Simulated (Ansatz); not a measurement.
Given:

LiF in space group P6_3/mmc (No. 194; Li on 2d, F on 2c), a = 3.2802 Å, b = 3.2802 Å, c = 3.9972 Å, α = 90.00°, β = 90.00°, γ = 120.00°.

This is the r²SCAN-relaxed structure.

Q: All from DFT-r²SCAN in the program Ansatz with PAW potentials, unless another level is named. Predict the HSE06 gap on the r²SCAN cell.

A: 9.99 eV.

Q: Predict the hole effective mass.

A: 1.5, 3.4, 3.4 mₑ (principal values).

Q: What about the band gap?

A: 8.54 eV (direct).

Q: Give the weight of the conduction-edge state by species (Voronoi cells).

A: Li 51 %, F 49 %.

The start of the workflow was typed in or built on a structure type; neither database checked (COD, Materials Project) lists it. It is not the phase usual at ambient conditions (space group No. 225). The r²SCAN relaxation kept the symmetry of its start; its stability against distortions is not shown here.

Potentials: the earlier of the program's two PAW sets.
